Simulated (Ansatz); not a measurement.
**Question.** Each is relaxed and computed with plane-wave PAW r²SCAN (Ansatz code). Which is the only one with a gap?
(A) SrFe2As2, I4/mmm (Sr on 2a, Fe on 4d, As on 4e)
(B) Fe2As, P4/nmm (Fe on 2a, Fe on 2c, As on 2c)
(C) FeTeAs, P2_1/c (Fe on 4e, Te on 4e, As on 4e)
(D) BAs, CsCl type

**Answer.** C, FeTeAs, P2_1/c (Fe on 4e, Te on 4e, As on 4e). FeTeAs: gap 0.93 eV (direct); SrFe2As2: metal; Fe2As: metal; BAs: metal. Spin orders computed, not proven ground states: Fe2As, P4/nmm (Fe on 2a, Fe on 2c, As on 2c) ferromagnetic. Typed or built starts, not in the databases checked: BAs, CsCl type. Not the usual ambient phase: BAs, CsCl type. Standing as an ambient phase not checked: FeTeAs, P2_1/c (Fe on 4e, Te on 4e, As on 4e); SrFe2As2, I4/mmm (Sr on 2a, Fe on 4d, As on 4e); Fe2As, P4/nmm (Fe on 2a, Fe on 2c, As on 2c). Unstable at this level: BAs, CsCl type. All cells were relaxed under the symmetry of their starts (and spin orders); stability against distortions was not tested throughout. Rows with no word on spin ran without spin polarisation. Spin–orbit coupling is left out wherever it is not named.

Potentials: the later of the program's two PAW sets.
